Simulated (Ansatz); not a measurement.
A distorted cell of KCl (rock salt):

```yaml
crystal:
  lattice:
    - [0.00000, 3.09282, 3.09282]
    - [3.09282, 0.00000, 3.09282]
    - [3.09282, 3.09282, 0.00000]
  atoms:
    - { symbol: Cl, position: [0.00000, 0.00000, 0.00000] }
    - { symbol: K, position: [0.50000, 0.50000, 0.50000] }
```

These are r2SCAN (plane waves to 500 eV, PAW, scalar-relativistic; Ansatz, a program for electronic structure) values and carry that method's errors. k mesh 9×9×9 (Γ-centred), Fermi-Dirac smearing 0.05 eV. Energies are smeared free energies. Stress and pressure are positive under compression. KCl was relaxed with its symmetry unable to fall.

Task: What is the stress tensor (GPa)?

Result: 
```
   1.12     0.00     0.00
   0.00     1.12     0.00
   0.00     0.00     1.12
```
The pressure, a third of the trace, is 1.12 GPa.

Task: It is the relaxed cell scaled evenly to V/V₀ = 0.950, atoms relaxed where free. What is its energy relative to the relaxed cell?

Result: 5.2 meV/atom.

(A scan under strain: stresses follow from slopes of the energy per volume, elastic moduli from its curvatures.)
